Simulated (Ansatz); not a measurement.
## Diamond alloy of Si and C (12 of 64 Si sites exchanged), 64 atoms

Ansatz, PAW, plane waves. PBEsol relaxation of volume and atoms (shape held) at the single k point (¼, ¼, ¼) without its symmetry partners; single points on the relaxed atoms at the single k point (¼, ¼, ¼) without its symmetry partners, onto which points of the small cell's zone fold. Arrangement: random. No spin–orbit coupling unless named.

Relaxed structure:

```cif
data_structure
_symmetry_space_group_name_H-M 'P 1'
_symmetry_Int_Tables_number 1
_cell_length_a 10.0540
_cell_length_b 10.0540
_cell_length_c 10.0540
_cell_angle_alpha 90.000
_cell_angle_beta 90.000
_cell_angle_gamma 90.000
_cell_volume 1016.28
loop_
_atom_site_label
_atom_site_type_symbol
_atom_site_fract_x
_atom_site_fract_y
_atom_site_fract_z
_atom_site_occupancy
Si1 Si 0.00542 0.01607 0.99319 1
Si2 Si 0.01836 0.97348 0.48681 1
Si3 Si 0.00122 0.49637 0.99471 1
Si4 Si 0.49280 0.00435 0.01426 1
Si5 Si 0.50574 0.00294 0.49402 1
Si6 Si 0.48330 0.48225 0.98150 1
Si7 Si 0.15605 0.14783 0.10881 1
Si8 Si 0.11568 0.12565 0.62371 1
Si9 Si 0.13384 0.62482 0.12818 1
Si10 Si 0.11577 0.60942 0.64287 1
Si11 Si 0.63454 0.16207 0.09826 1
Si12 Si 0.63787 0.13492 0.62956 1
Si13 Si 0.60615 0.62919 0.13475 1
Si14 Si 0.60557 0.59536 0.61493 1
Si15 Si 0.25263 0.26317 0.50880 1
Si16 Si 0.26943 0.71967 0.97391 1
Si17 Si 0.23326 0.75001 0.48381 1
Si18 Si 0.77239 0.28293 0.51919 1
Si19 Si 0.75172 0.75291 0.00394 1
Si20 Si 0.74482 0.74181 0.50412 1
Si21 Si 0.38004 0.41559 0.63261 1
Si22 Si 0.38608 0.84157 0.14163 1
Si23 Si 0.37177 0.87122 0.62854 1
Si24 Si 0.84621 0.36198 0.10189 1
Si25 Si 0.88663 0.88274 0.13902 1
Si26 Si 0.90110 0.84843 0.63854 1
Si27 Si 0.23668 0.97537 0.25560 1
Si28 Si 0.24561 0.00745 0.76087 1
Si29 Si 0.26803 0.47924 0.23299 1
Si30 Si 0.73647 0.01587 0.24234 1
Si31 Si 0.76099 0.99325 0.75344 1
Si32 Si 0.74788 0.50005 0.26101 1
Si33 Si 0.75368 0.47455 0.74667 1
Si34 Si 0.36866 0.12996 0.36148 1
Si35 Si 0.36462 0.15328 0.89736 1
Si36 Si 0.39508 0.61911 0.36845 1
Si37 Si 0.87505 0.12144 0.38504 1
Si38 Si 0.85134 0.15981 0.88450 1
Si39 Si 0.90068 0.60320 0.40906 1
Si40 Si 0.88455 0.63380 0.85579 1
Si41 Si 0.99793 0.25256 0.24227 1
Si42 Si 0.99032 0.27729 0.73950 1
Si43 Si 0.02146 0.75526 0.27832 1
Si44 Si 0.47840 0.27503 0.21907 1
Si45 Si 0.51778 0.27747 0.76973 1
Si46 Si 0.47738 0.71318 0.76228 1
Si47 Si 0.10520 0.39646 0.39748 1
Si48 Si 0.16226 0.38355 0.87287 1
Si49 Si 0.11177 0.85103 0.85853 1
Si50 Si 0.59540 0.39021 0.39555 1
Si51 Si 0.60972 0.85688 0.35082 1
Si52 Si 0.60964 0.87020 0.87135 1
C1 C 0.99196 0.49052 0.53851 1
C2 C 0.48495 0.50921 0.49859 1
C3 C 0.26622 0.27571 0.00594 1
C4 C 0.72723 0.27538 0.97704 1
C5 C 0.36110 0.36769 0.09389 1
C6 C 0.89401 0.39533 0.62322 1
C7 C 0.26483 0.51156 0.76023 1
C8 C 0.36259 0.59259 0.85976 1
C9 C 0.00594 0.73189 0.74660 1
C10 C 0.49971 0.73467 0.25330 1
C11 C 0.13078 0.87194 0.37569 1
C12 C 0.64215 0.37131 0.88462 1
```

(1) What are the mean bond lengths by pair (pairs within 1.2 times the sum of covalent radii, less contacts 15 % beyond the pair's median; cation–cation pairs of compounds aside; long ionic contacts are cut short by that bound)?

(2) What gap lies between the top filled and the lowest empty level in the single points?

## Answers

(1) C–C 1.606 ± 0.014 Å (standard deviation, 4 bonds); C–Si 1.969 ± 0.064 Å (standard deviation, 40 bonds); Si–Si 2.330 ± 0.047 Å (standard deviation, 84 bonds).

(2) r²SCAN 0.61 eV (6.8 s on NVIDIA H100). Away from Γ this isn't the crystal's band gap. An indirect band minimum needn't fold onto Γ of this cell; where it doesn't, these gaps are too wide.
